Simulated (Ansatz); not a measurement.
An elastic tensor (GPa, Voigt order, standard axes) from the program Ansatz at the LDA level (PAW):

```
 487  51.4  51.4   0.0   0.0   0.0
51.4   487  51.4   0.0   0.0   0.0
51.4  51.4   487   0.0   0.0   0.0
 0.0   0.0   0.0   133   0.0   0.0
 0.0   0.0   0.0   0.0   133   0.0
 0.0   0.0   0.0   0.0   0.0   133
```

Task: Which compound is it?
A) ZnS, zinc blende
B) FeS2, Pa-3 (Fe on 4a, S on 8c)
C) Sr2FeH6, Fm-3m (Sr on 8c, Fe on 4a, H on 24e)
D) Fe, bcc (W type)

Result: B, FeS2, Pa-3 (Fe on 4a, S on 8c)

Symmetry was held in the LDA relaxation; phonons on a q-mesh show no instability. No spin polarisation was allowed.

Potentials: the later of the program's two PAW sets.
